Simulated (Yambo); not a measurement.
K₂LiRhF₆ (space group Fm-3m, No. 225), G0W0@LDA (Yambo, plasmon pole, terminator in G, 2×2×2 mesh): gap X → X in eV by bands and screening block.

```csv
bands (W and G),2 Ry,3 Ry,4 Ry,6 Ry,7 Ry
62,6.28,6.07,5.87,5.80,5.79
87,[?],5.74,5.58,5.50,5.49
120,5.91,5.69,5.50,5.42,5.42
158,5.88,5.66,[?],[?],5.37
200,5.87,5.65,5.46,5.37,5.37
```

Question: Estimate the withheld gaps from their neighbours; the computed values follow.

Answer: 
- 87, 2 Ry: 5.94
- 158, 4 Ry: 5.47
- 158, 6 Ry: 5.38

The largest settings aren't shown to be the converged limit.

Spin-orbit coupling is not included.

Geometry of the Materials Project entry, not relaxed at this level; primitive cell a = b = c = 5.665 Å, α = β = γ = 60.00°.

The structure is a Materials Project entry; no match was found in the copy of COD used, and its stability was not checked.
